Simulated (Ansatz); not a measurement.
A: ZnCu2SnS4 (kesterite type, space group I-4), a = b = 5.4683 Å, c = 10.9348 Å, α = β = γ = 90.00°
B: Y (hcp, Mg type), a = b = 3.6556 Å, c = 5.6787 Å, α = β = 90.00°, γ = 120.00°
C: Al2O3 (corundum), a = b = 4.8088 Å, c = 13.1238 Å, α = β = 90.00°, γ = 120.00°

Scan: energy against volume (even scaling of the relaxed cell, symmetry kept). All come from one method, each on a k mesh of its own. All were relaxed with their symmetry unable to fall. At this level the bands of ZnCu2SnS4 touch or barely overlap; measurements give the solid a gap. Y is run without spin polarisation. ZnCu2SnS4 is run without spin polarisation.

Put the candidates in order of bulk modulus at fixed cell shape (fitted), lowest first, for PBE (plane waves to 420 eV, PAW, scalar-relativistic; Ansatz, a quantum-chemistry and plane-wave program).

B (40.6 GPa), A (67.9 GPa), C (230 GPa)

(A scan under strain: stresses follow from slopes of the energy per volume, elastic moduli from its curvatures.)
